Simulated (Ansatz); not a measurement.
# Profile along the Se–Pb line in PbSe (rock salt)

PbSe (rock salt), conventional cell a = 6.218 Å, b = 6.218 Å, c = 6.218 Å, α = 90.00°, β = 90.00°, γ = 90.00°. The calculation uses the primitive cell of 2 atoms, to which meshes and values per cell refer.

Fields along a shortest Se–Pb line of a {110} plane (3.11 Å), from Se to Pb, interpolated on the slice's grid (step about 0.2 Å). These are PBE (plane waves to 420 eV, PAW, scalar-relativistic; Ansatz, a first-principles code) values and carry that method's errors. k mesh 9×9×9. These are valence fields of a PAW run, semicore shells included where kept as valence: close to a nucleus they are smooth pseudo fields. PbSe was relaxed with its symmetry unable to fall. Spin-orbit coupling is left out, though Pb is heavy.

| distance from Se (Å) | valence electron density (e/Å³) | electron localisation function |
|---|---|---|
| 0.00 | 45.39 | x |
| 0.16 | 36.23 | x |
| 0.31 | 19.05 | x |
| 0.47 | 7.43 | x |
| 0.62 | 2.66 | 0.72 |
| 0.78 | 1.14 | 0.79 |
| 0.93 | 0.65 | 0.80 |
| 1.09 | 0.45 | 0.76 |
| 1.24 | 0.31 | 0.65 |
| 1.40 | 0.23 | 0.46 |
| 1.55 | 0.20 | 0.28 |
| 1.71 | 0.21 | 0.24 |
| 1.87 | 0.29 | 0.27 |
| 2.02 | 0.48 | 0.36 |
| 2.18 | 0.88 | 0.43 |
| 2.33 | 1.69 | 0.40 |
| 2.49 | 3.07 | 0.26 |
| 2.64 | 4.97 | x |
| 2.80 | 7.26 | x |
| 2.95 | 9.37 | x |
| 3.11 | 10.28 | x |

x: too close to a nucleus for the ELF to mean much.

Density on the Se–Pb line (3.11 Å) at its midpoint: 0.20 e/Å³. ELF at that point: 0.28.
